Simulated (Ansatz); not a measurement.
The start is a relaxed Pt cell, doubled along one cell vector, shaken by Gaussian noise of σ = 0.08 Å a coordinate. The structure is fully relaxed (lattice and positions, P = 0) with r2SCAN (plane waves to 500 eV, PAW, scalar-relativistic; Ansatz, an electronic-structure program). First-step values are on the input's coarse k-mesh.

Ansatz input (later rounds restart from its end on a renewed k-mesh):
Ansatz 0.2 input:
```yaml
crystal:
  lattice:
    - [4.497609321, 0, 0]
    - [-4.497609321, 7.7900878566, 0]
    - [0, 0, 2.6825046573]
  atoms:
    - { symbol: Pt, position: [0.0329878162, 0.0024498626, 0.0551334491] }
    - { symbol: Pt, position: [-0.0072542103, 0.5004462592, 0.0154753932] }
    - { symbol: Pt, position: [0.3375208697, 0.3127780524, 0.4658961048] }
    - { symbol: Pt, position: [0.3230954742, 0.8211952188, 0.5134117843] }
    - { symbol: Pt, position: [0.6847730135, 0.1697807763, 0.4230014528] }
    - { symbol: Pt, position: [0.6564358429, 0.6744312133, 0.4654184529] }
basis: { ecutwfc: 500, ecutrho_ratio: 4, xc_grid: 4, fft_grid_basis: typed }
kpoints: { mp_grid: { grid: [8, 4, 12] } }
hamiltonian:
  xc: r2scan
  dispersion: none
  pseudopotentials: { azcp: { folder: ./paw }, kind: paw }
scf: { occupations: { method: fermi_dirac, width: 0.05 } }
relax: { f_tol: 0.01, max_steps: 100, cell: { stress_tol: 0.02 } }
output: { forces: true, stress: true }
```

Q: How large is the pressure on the unrelaxed cell, and of which sign?

A: +4.5 GPa (positive: the cell is compressed).

Q: What is the largest force in the starting geometry, and on which atom (counted from 1)?

A: 2.24 eV/Å, on Pt3 (atoms numbered as listed).

Q: How much energy is released per atom?

A: 0.22 eV/atom.

Q: How does the volume per atom move from start to end?

A: -1.2 %, from 15.66 to 15.47 Å³/atom.

Q: Does it find its way back to the structure it was made from?

A: It does not go back: it reaches I4/mmm (No. 139), AFLOW prototype A_tI2_139_a (A_a), 0.15 eV/atom below the parent.

Q: How do the shortest distances between atoms change?

A: The closest pairs of elements (up to four, under 3.6 Å), start → end: Pt–Pt 2.45 → 2.71 Å.

Q: Write out the relaxed structure.

A: 
Space group I4/mmm (No. 139); a = b = 3.377 Å, c = 2.714 Å, α = β = γ = 90.00°

```tsv
atom	site	symmetry	x	y	z
Pt	2a	4/mmm	0.0000	0.0000	0.0000
```
(The calculation used a cell of 1 atom; values per cell refer to that cell.)

Final values are on a 22×22×22 k-mesh of the relaxed cell. No spin polarisation in the result.

The relaxed structure here is a generated cell of Pt: the first start was made by placing the elements on the sites of a structure type, and the end was not matched to a known phase here, so it may be hypothetical. Known forms of Pt include space group No. 225.
